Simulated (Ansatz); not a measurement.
GaN (F-43m) from a database of computed structures, relaxed with r2SCAN, was run in Ansatz 0.2.0 under altered settings. All numbers are computed, without spin polarisation but where a row says otherwise.

```xyz
2
Lattice="0.0000 2.2490 2.2490 2.2490 0.0000 2.2490 2.2490 2.2490 0.0000" Properties=species:S:1:pos:R:3 pbc="T T T"
Ga    0.0000    0.0000    0.0000
N     3.3734    3.3734    3.3734
```

The base run's other keys:
```yaml
kpoints:
  mp_grid: { grid: [6, 6, 6] }
hamiltonian:
  xc: pbe
scf:
  occupations: { method: fixed }
  n_extra_bands: 4
```

It takes 6 iterations with 459 plane waves at 420 eV and 16 k points, and leaves a mean stress of +6.18 GPa. The gap over this mesh is 1.754 eV. It ran on 4 threads of Arm Neoverse N1, on a shared host.

Outcomes, with energy and stress as changes against the base:
```
                                     setting            outcome  ΔF (meV/atom)  Δ mean stress (GPa)  gap on the mesh (eV)  iterations  wall time
                     basis.ecutrho_ratio: 12          converged            0.0                 0.00                 1.754           6     0.65 s
                        scf.n_extra_bands: 1          converged            0.0                 0.00                 1.754           6     0.49 s
 hamiltonian.xc: r2scan (cutoff then 500 eV)          converged              –                -6.22                 2.167           8      1.1 s
                scf.occupations: tetrahedron  converged, warned            0.0                    –                 1.754           5     0.53 s
             kpoints.mp_grid.grid: [3, 3, 3]          converged           +145                +0.42                 1.688           6     0.39 s
             scf.occupations: gaussian 0.001          converged            0.0                 0.00                 1.754           6     0.55 s
                          basis.ecutwfc: 900          converged           -4.1                -0.03                 1.756           6      1.1 s
                          basis.ecutwfc: 350  converged, warned            +33                -0.41                 1.741           6     0.46 s
                  hamiltonian.dispersion: d4          converged           -403                -5.74                 1.754           6     0.66 s
hamiltonian.xc: mr2scan (cutoff then 500 eV)          converged              –                -6.22                 2.167           8      1.1 s
                        scf.mixing.beta: 1.0          converged            0.0                 0.00                 1.754           6     0.52 s
                         basis.ecutwfc: -100            refused              –                    –                     –           –     0.07 s
                        scf.mixing.beta: 5.0            refused              –                    –                     –           –     0.03 s
```
A dash marks a value that wasn't obtained or can't be compared. Stress is positive in compression. The base took 0.55 s.

- hamiltonian.xc: r2scan. The cutoff follows the functional, from 420 to 500 eV. The mean stress moves by -6.22 GPa and the gap on the mesh by +0.413 eV (to 2.167). It's another functional on the same cell, so totals aren't comparable.
- scf.occupations: tetrahedron. Energy, stress and gap stay within 1 meV an atom, 0.1 GPa and 0.005 eV of the base. Warned: band table not solved further, tetrahedron derivatives may miss energy slope.
- kpoints.mp_grid.grid: [3, 3, 3]. The free energy moves by +145 meV an atom, the mean stress by +0.42 GPa and the gap on the mesh by -0.065 eV (to 1.688). The mesh is too coarse.
- basis.ecutwfc: 350. 331 plane waves in place of 459. The free energy moves by +33 meV an atom, the mean stress by -0.41 GPa and the gap on the mesh by -0.012 eV (to 1.741). The basis is too small: these are errors of the cutoff. Warned: cutoff below recommended.
- hamiltonian.dispersion: d4. The free energy moves by -403 meV an atom, the mean stress by -5.74 GPa and the gap on the mesh by 0.000 eV (to 1.754). D4, pair terms with charge-dependent coefficients and a three-body term, adds to energy, forces and stress after the SCF and leaves the bands alone.
- hamiltonian.xc: mr2scan. The cutoff follows the functional, from 420 to 500 eV. The mean stress moves by -6.22 GPa and the gap on the mesh by +0.413 eV (to 2.167). It's another functional on the same cell, so totals aren't comparable.
- basis.ecutwfc: -100. The input is refused before any iteration. Error: invalid value for `basis.ecutwfc`: must be finite and > 0; got -100 eV
- scf.mixing.beta: 5.0. It is rejected at once. Error: invalid value for `scf.mixing.beta`: must be finite and in (0, 1]; got 5

Within 1 meV an atom, 0.1 GPa and 0.005 eV of the base stay: basis.ecutrho_ratio: 12; scf.n_extra_bands: 1; scf.occupations: tetrahedron; scf.occupations: gaussian 0.001; scf.mixing.beta: 1.0.

The runs are scalar-relativistic, without spin-orbit coupling.
